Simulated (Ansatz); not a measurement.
SiBCN:
```cif
data_CBNSi
_chemical_formula_sum 'B1 Si1 C1 N1'
_space_group_name_H-M_alt 'P3m1'
_space_group_IT_number 156
_space_group_name_Hall 'P 3 -2"'
_cell_length_a 2.86167
_cell_length_b 2.86167
_cell_length_c 4.63498
_cell_angle_alpha 90.000
_cell_angle_beta 90.000
_cell_angle_gamma 120.000
loop_
_atom_site_label
_atom_site_type_symbol
_atom_site_symmetry_multiplicity
_atom_site_Wyckoff_symbol
_atom_site_fract_x
_atom_site_fract_y
_atom_site_fract_z
_atom_site_occupancy
B1 B 1 b 0.33333 0.66667 0.49141 1
Si1 Si 1 c 0.66667 0.33333 0.00172 1
C1 C 1 b 0.33333 0.66667 0.14590 1
N1 N 1 c 0.66667 0.33333 0.61096 1
```

Relaxed with PBEsol.

Problem. Which orbitals make up the states near the band edges in DFT-PBEsol in the program Ansatz with PAW potentials?

Solution. Top 1 eV of the valence band: C 2p 73 %, N 2p 12 %, Si 3p 11 %. Bottom 1 eV of the conduction band: Si 3p 32 %, B 2p 18 %, N 2s 10 %, C 2p 9 %, B 2s 7 %, outside the projected shells 15 %. Projections are on Löwdin-orthogonalised atomic valence shells; empty p or d shells of many metals are not among them.

Problem. Tabulate the density of states.

Solution. States/eV per cell of 4 atoms, in 0.25 eV bins, energy from the valence-band maximum.

| E (eV) | total | N 2p | C 2p | B 2p |
|---|---|---|---|---|
| -7.85 | 0.82 | 0.24 | 0.21 | 0.07 |
| -7.60 | 0.87 | 0.26 | 0.21 | 0.08 |
| -7.35 | 1.15 | 0.37 | 0.26 | 0.14 |
| -7.10 | 1.56 | 0.52 | 0.33 | 0.22 |
| -6.85 | 0.97 | 0.35 | 0.20 | 0.15 |
| -6.60 | 1.23 | 0.46 | 0.24 | 0.18 |
| -6.35 | 1.38 | 0.53 | 0.28 | 0.20 |
| -6.10 | 1.05 | 0.42 | 0.20 | 0.16 |
| -5.85 | 1.15 | 0.45 | 0.24 | 0.17 |
| -5.60 | 1.23 | 0.48 | 0.27 | 0.19 |
| -5.35 | 1.41 | 0.54 | 0.32 | 0.22 |
| -5.10 | 1.55 | 0.61 | 0.35 | 0.25 |
| -4.85 | 1.72 | 0.73 | 0.36 | 0.31 |
| -4.60 | 1.86 | 0.80 | 0.40 | 0.34 |
| -4.35 | 1.85 | 0.74 | 0.46 | 0.33 |
| -4.10 | 1.82 | 0.72 | 0.47 | 0.32 |
| -3.85 | 1.60 | 0.61 | 0.44 | 0.27 |
| -3.60 | 1.59 | 0.58 | 0.48 | 0.26 |
| -3.35 | 2.03 | 0.70 | 0.68 | 0.31 |
| -3.10 | 2.21 | 0.78 | 0.76 | 0.32 |
| -2.85 | 1.91 | 0.70 | 0.67 | 0.25 |
| -2.60 | 1.77 | 0.53 | 0.74 | 0.17 |
| -2.35 | 1.41 | 0.33 | 0.69 | 0.09 |
| -2.10 | 1.28 | 0.27 | 0.67 | 0.07 |
| -1.85 | 1.14 | 0.23 | 0.63 | 0.05 |
| -1.60 | 1.03 | 0.19 | 0.60 | 0.04 |
| -1.35 | 0.79 | 0.14 | 0.48 | 0.02 |
| -1.10 | 0.60 | 0.08 | 0.40 | 0.01 |
| -0.85 | 0.52 | 0.06 | 0.36 | 0.01 |
| -0.60 | 0.47 | 0.05 | 0.34 | 0.00 |
| -0.35 | 0.39 | 0.04 | 0.30 | 0.00 |
| -0.10 | 0.15 | 0.02 | 0.11 | 0.00 |
| 0.15 | 0.00 | 0.00 | 0.00 | 0.00 |
| 0.40 | 0.00 | 0.00 | 0.00 | 0.00 |
| 0.65 | 0.00 | 0.00 | 0.00 | 0.00 |
| 0.90 | 0.00 | 0.00 | 0.00 | 0.00 |
| 1.15 | 0.00 | 0.00 | 0.00 | 0.00 |
| 1.40 | 0.00 | 0.00 | 0.00 | 0.00 |
| 1.65 | 0.00 | 0.00 | 0.00 | 0.00 |
| 1.90 | 0.00 | 0.00 | 0.00 | 0.00 |
| 2.15 | 0.00 | 0.00 | 0.00 | 0.00 |
| 2.40 | 0.00 | 0.00 | 0.00 | 0.00 |
| 2.65 | 0.06 | 0.00 | 0.01 | 0.01 |
| 2.90 | 0.31 | 0.01 | 0.03 | 0.06 |
| 3.15 | 0.52 | 0.02 | 0.05 | 0.09 |
| 3.40 | 0.84 | 0.04 | 0.08 | 0.14 |
| 3.65 | 1.09 | 0.06 | 0.12 | 0.18 |
| 3.90 | 1.00 | 0.05 | 0.10 | 0.19 |
| 4.15 | 1.07 | 0.06 | 0.09 | 0.22 |
| 4.40 | 1.62 | 0.09 | 0.11 | 0.38 |
| 4.65 | 1.85 | 0.10 | 0.10 | 0.52 |
| 4.90 | 0.89 | 0.06 | 0.05 | 0.25 |
| 5.15 | 0.59 | 0.05 | 0.03 | 0.16 |
| 5.40 | 0.62 | 0.05 | 0.03 | 0.17 |
| 5.65 | 0.71 | 0.06 | 0.04 | 0.20 |
| 5.90 | 1.30 | 0.15 | 0.07 | 0.35 |
| 6.15 | 1.77 | 0.21 | 0.07 | 0.57 |
| 6.40 | 1.19 | 0.12 | 0.05 | 0.39 |
| 6.65 | 0.91 | 0.09 | 0.03 | 0.28 |
| 6.90 | 2.68 | 0.34 | 0.10 | 0.80 |
| 7.15 | 2.59 | 0.37 | 0.13 | 0.73 |

The start of the workflow was typed in or built on a structure type; neither database checked (COD, Materials Project) lists it. Its standing as an ambient phase is unchecked. The cell was relaxed with PBEsol under the symmetry of its start; its stability against distortions is not shown here. The volume moved by -19 % from the start of the relaxation.

Potentials: the earlier of the program's two PAW sets. The files were generated under PBE; for other functionals the program regenerates the frozen cores, and for LDA and PBEsol the local potential too.
